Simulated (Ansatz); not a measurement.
Relax this structure to zero stress and force, keeping its symmetry:

```xyz
9
Lattice="4.7326 0.0000 0.0000 -2.3663 4.0986 0.0000 0.0000 0.0000 4.3379" Properties=species:S:1:pos:R:3 pbc="T T T"
Cr    1.5420    0.0000    1.1014
Cr   -0.7710    1.3354    1.1014
Cr    1.5953    2.7632    1.1014
Cr   -1.5953    2.7632    3.2365
Cr    3.1906    0.0000    3.2365
Cr    0.7710    1.3354    3.2365
N     0.0000    2.7324    2.1689
N     2.3663    1.3662    2.1689
N     0.0000    0.0000    0.0000
```

These are results of DFT PBEsol, scalar-relativistic, plane waves, PAW (Ansatz), not measurements.

Plane waves to 420 eV, a k mesh through Γ of 12×12×8 on the computed 9-atom cell and Gaussian smearing (0.10 eV); no spin polarisation.

Question: What does it relax to?

Answer: The volume drops by 0.01 Å³/atom to 9.34 Å³/atom, and the energy falls by 0.2 meV/atom. Final structure:
```
Cr N
1.0
     4.72055    0.00000    0.00000
    -2.36028    4.08812    0.00000
     0.00000    0.00000    4.35559
Cr N
6 3
Direct
  0.32616 0.00000 0.25344
  0.00000 0.32616 0.25344
  0.67384 0.67384 0.25344
  0.00000 0.67384 0.74656
  0.67384 0.00000 0.74656
  0.32616 0.32616 0.74656
  0.33333 0.66667 0.50000
  0.66667 0.33333 0.50000
  0.00000 0.00000 0.00000
```

Spin polarisation was left out, and a magnetic state may lie lower.

Cost: 1 run of about 4.1 core-minutes, on Intel Xeon Platinum 8259CL (Skylake/Cascade Lake) (shared hosts).